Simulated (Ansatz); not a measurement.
**How far is PAW off for TiB2?**

```
CELL_PARAMETERS angstrom
3.05949 0.00000 0.00000
-1.52975 2.64960 0.00000
0.00000 0.00000 3.22840
ATOMIC_POSITIONS crystal
Ti 0.00000 0.00000 0.00000
B 0.33333 0.66667 0.50000
B 0.66667 0.33333 0.50000
```

Atom numbers follow the list: Ti1, B2, B3.

Conventional cell: a = 3.059 Å, b = 3.059 Å, c = 3.228 Å, α = 90.00°, β = 90.00°, γ = 120.00°. Ti (atom 1) is surrounded by 12 B at 2.39 Å. Around B (atom 2) lie 3 B at 1.77 Å.

The cell comes from COD entry 2002799, which wasn't checked; take it as a given geometry. The listed cell was then made from it by scaling, straining or moving an atom.

Methods: DFT, PBEsol, PAW with Ansatz's default frozen-core files, scalar-relativistic (Ansatz 0.2.0); DFT, PBEsol, all-electron LAPW, scalar-relativistic (Ansatz 0.2.0).

For PAW: a Γ-centred 15×15×13 k mesh, Fermi–Dirac smearing of 0.08 eV, cutoff 420 eV, no spin polarisation; the PAW files were made with PBE, and the program remakes their frozen cores for this functional. LAPW targets a basis error of 1 meV/atom. The Ansatz runs share mesh, smearing and spin set-up. Plane-wave (PAW) pressures include the program's estimate of the Pulay term.

Stress and pressure are positive in compression.

The change that made this cell: equal xx and yy strain of +1 %.

PAW results:

```json
{"quantity": "pressure (GPa)", "PAW": "-10.20"}
{"quantity": "stress xx (GPa)", "PAW": "-10.93"}
{"quantity": "stress zz (GPa)", "PAW": "-8.74"}
```

(1) What does all-electron LAPW give for the same quantities?

Answers

(1) 
| quantity | LAPW |
| --- | --- |
| pressure (GPa) | -10.23 |
| stress xx (GPa) | -10.98 |
| stress zz (GPa) | -8.73 |
